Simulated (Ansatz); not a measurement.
Consider the following.

BN:
```cif
data_B4N4
_chemical_formula_sum 'B4 N4'
_space_group_name_H-M_alt 'F-43m'
_space_group_IT_number 216
_space_group_name_Hall 'F -4 2 3'
_cell_length_a 3.60880
_cell_length_b 3.60880
_cell_length_c 3.60880
_cell_angle_alpha 90.000
_cell_angle_beta 90.000
_cell_angle_gamma 90.000
loop_
_atom_site_label
_atom_site_type_symbol
_atom_site_symmetry_multiplicity
_atom_site_Wyckoff_symbol
_atom_site_fract_x
_atom_site_fract_y
_atom_site_fract_z
_atom_site_occupancy
B1 B 4 a 0.00000 0.00000 0.00000 1
N1 N 4 d 0.75000 0.75000 0.75000 1
```
(The calculation used a cell of 2 atoms; values per cell refer to that cell.)

This is the r²SCAN-relaxed structure.

Task: All from DFT-r²SCAN in the program Ansatz with PAW potentials, unless another level is named. Estimate the HSE06 gap on the r²SCAN cell.

Result: 5.79 eV.

Task: Give the formation energy from the elements (no fitted shifts).

Result: -1.31 eV/atom.

Task: What about the valence-band maximum?

Result: at Γ.

The r²SCAN relaxation kept the symmetry of its start; phonons on a q-mesh show no instability. The references are the lowest solids computed at this level, not always the standard phases (solids in place of the gases).

Potentials: the earlier of the program's two PAW sets.
